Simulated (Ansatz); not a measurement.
AgRh:
```xyz
2
Lattice="2.7037 0.0000 0.0000 0.0000 2.7037 0.0000 0.0000 0.0000 4.2170" Properties=species:S:1:pos:R:3 pbc="T T T"
Rh     0.0000     0.0000     0.0000
Ag     1.3519     1.3519     2.1085
```

Relaxed with r²SCAN. Special points in fractions of this cell's reciprocal vectors: Γ (0.000, 0.000, 0.000); X (0.000, 0.500, 0.000); M (0.500, 0.500, 0.000); Z (0.000, 0.000, 0.500); R (0.000, 0.500, 0.500); A (0.500, 0.500, 0.500).

Q: List the band energies nearest the Fermi level at these points for plane-wave PAW r²SCAN (Ansatz code).

A: In eV from the Fermi level; about four levels below and three above (degenerate sets whole), none deeper than 8.9 eV; … stands for higher levels left out; points with the same levels are listed once.

| k | below | above |
|---|---|---|
| Γ | -4.09 -4.09 -3.64 -3.18 -2.36 | 0.16 0.16 0.54 |
| X | -3.36 -2.72 -1.12 -0.15 | 0.88 3.38 … |
| M | -2.27 -1.98 -0.68 -0.68 | 0.14 1.76 3.57 3.57 |
| Z | -3.15 -1.91 -0.50 -0.50 | 0.49 … |
| R | -3.90 -3.02 -1.70 -0.67 | 0.15 0.37 0.40 |
| A | -2.96 -2.96 -2.27 -0.56 | 1.76 8.29 8.29 |

Space group P4/mmm (L1₀ or tetragonal B2). The start of the workflow was typed in or built on a structure type; neither database checked (COD, Materials Project) lists it. Whether it is the stable phase at ambient conditions was not checked. The r²SCAN relaxation kept the symmetry of its start; its stability against distortions is not shown here. The run is not spin-polarised. Its formation energy is positive at this level, so the cell may be metastable or incomplete. Spin–orbit coupling is left out wherever it is not named.

Potentials: the earlier of the program's two PAW sets.
